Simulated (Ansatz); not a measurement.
Structure relaxation, Ti

The start is a relaxed Ti cell displaced along its unstable phonon at q = (½, 0, 0) of its primitive reciprocal cell (161i cm⁻¹), largest move 0.15 Å. A full variable-cell relaxation at zero pressure is run with PBEsol (plane waves to 420 eV, PAW, scalar-relativistic; Ansatz, an electronic-structure program). First-step values are on the input's coarse k-mesh.

Ansatz input (later rounds restart from its end on a renewed k-mesh):
Ansatz 0.2 input:
```yaml
crystal:
  lattice:
    - [-3.2095165688, 3.2095165688, 3.2095165688]
    - [1.6047582844, -1.6047582844, 1.6047582844]
    - [1.6047582844, 1.6047582844, -1.6047582844]
  atoms:
    - { symbol: Ti, position: [0, -0.0330473499, 0.0330473499] }
    - { symbol: Ti, position: [0.5, 0.0330473499, -0.0330473499] }
basis: { ecutwfc: 420, ecutrho_ratio: 4, xc_grid: 2, fft_grid_basis: typed }
kpoints: { mp_grid: { grid: [7, 14, 14] } }
hamiltonian:
  xc: pbesol
  dispersion: none
  pseudopotentials: { azcp: { folder: ./paw }, kind: paw }
scf: { occupations: { method: fermi_dirac, width: 0.05 } }
relax: { f_tol: 0.01, max_steps: 100, cell: { stress_tol: 0.02 } }
output: { forces: true, stress: true }
```

| Property | Result |
|---|---|
| Largest initial force | 0.27 eV/Å, on Ti1, Ti2 (atoms numbered as listed) |
| Energy released | 0.07 eV/atom |
| Volume change | +1.2 %, from 16.53 to 16.72 Å³/atom |
| Relative to the parent | It does not go back: it reaches P6₃/mmc (No. 194), hcp (Mg type), 0.10 eV/atom below the parent |
| Shortest distances (start → end) | The closest pairs of elements (up to four, under 3.6 Å), start → end: Ti–Ti 2.78 → 2.84 Å |
| Band gap at the end | no gap (metallic) |
| Optimiser moves | 10 |

Relaxed structure:

```cif
data_Ti2
_chemical_formula_sum 'Ti2'
_space_group_name_H-M_alt 'P63/mmc'
_space_group_IT_number 194
_space_group_name_Hall '-P 6c 2c'
_cell_length_a 2.90062
_cell_length_b 2.90062
_cell_length_c 4.59025
_cell_angle_alpha 90.000
_cell_angle_beta 90.000
_cell_angle_gamma 120.000
loop_
_atom_site_label
_atom_site_type_symbol
_atom_site_symmetry_multiplicity
_atom_site_Wyckoff_symbol
_atom_site_fract_x
_atom_site_fract_y
_atom_site_fract_z
_atom_site_occupancy
Ti1 Ti 2 c 0.33333 0.66667 0.25000 1
```

Final values are on a 18×18×10 k-mesh of the relaxed cell. No spin polarisation in the result.

The run could not lose the symmetry of its start.
